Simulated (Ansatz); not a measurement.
# Cold compression of Te (diamond type)

```
CELL_PARAMETERS angstrom
0.00000 3.52883 3.52883
3.52883 0.00000 3.52883
3.52883 3.52883 0.00000
ATOMIC_POSITIONS crystal
Te 0.87500 0.87500 0.87500
Te 0.12500 0.12500 0.12500
```

The cell comes from a relaxation on PAW files under the same functional, begun from a prototype that needn't be the stable phase.

Its volume is scaled at fixed shape and fractional positions.

Level of theory: DFT with PBEsol, scalar-relativistic, in Ansatz 0.2.0; a Γ-centred 10×10×10 k mesh, Fermi–Dirac smearing of 0.1 eV, no spin polarisation. LAPW: all electrons, basis error target 1 meV/atom; PAW: frozen-core files, cutoff 420 eV; crystal datasets: all electrons, by PAW datasets that the program makes for each cell; norm-conserving: pseudopotentials, cutoff 1120 eV; PAW (cutoff 1000 eV): frozen-core files, cutoff 1000 eV.

Energies are extrapolated to zero smearing and count from the unscaled cell; pressure is positive in compression; gaps take the mesh and a band path. No temperature or zero-point motion is included.

Spin–orbit coupling is left out, which matters for the heavy atoms. The PAW files were made under PBE. The structure type is held throughout; the real material can change phase at far lower pressure.

```
V/V0  V (Å³/atom)  P LAPW (GPa)  ΔE LAPW (eV/atom)  P PAW − LAPW (GPa)  ΔE PAW − LAPW (meV/atom)
1.00        43.94          0.04              0.000               -0.01                       0.0
0.88        38.67          5.16              0.076               -0.01                      -0.2
0.78        34.28             ?                  ?                   ?                         ?
0.68        29.88          26.5              0.832               -0.01                      -0.7
0.58        25.49          52.6              1.877                0.01                      -0.6
0.50        21.97          92.0              3.418                0.07                       0.2
0.43        18.90         154.4              5.721                0.18                       2.6
```

Fit the Vinet equation to the LAPW pressures shown (residuals weighted by 1/(|P| + 0.03·Pmax)), and predict the pressure of the withheld row.

The fit gives V0 = 44.05 Å³/atom, B0 = 27.9 GPa and B0′ = 4.90. At 34.28 Å³/atom, x = (V/V0)^(1/3) = 0.9197, and P = 3·B0·(1 − x)/x²·exp[1.5·(B0′ − 1)·(1 − x)] = 12.70 GPa. The run itself gave 12.84 GPa (-1.1 % off) and ΔE = 0.313 eV/atom.

At the smallest volume, how far do crystal datasets and norm-conserving and PAW (cutoff 1000 eV) lie from LAPW in pressure?

crystal datasets: 0.00 GPa; norm-conserving: -0.72 GPa; PAW (cutoff 1000 eV): +0.11 GPa, on a LAPW pressure of 154.4 GPa.
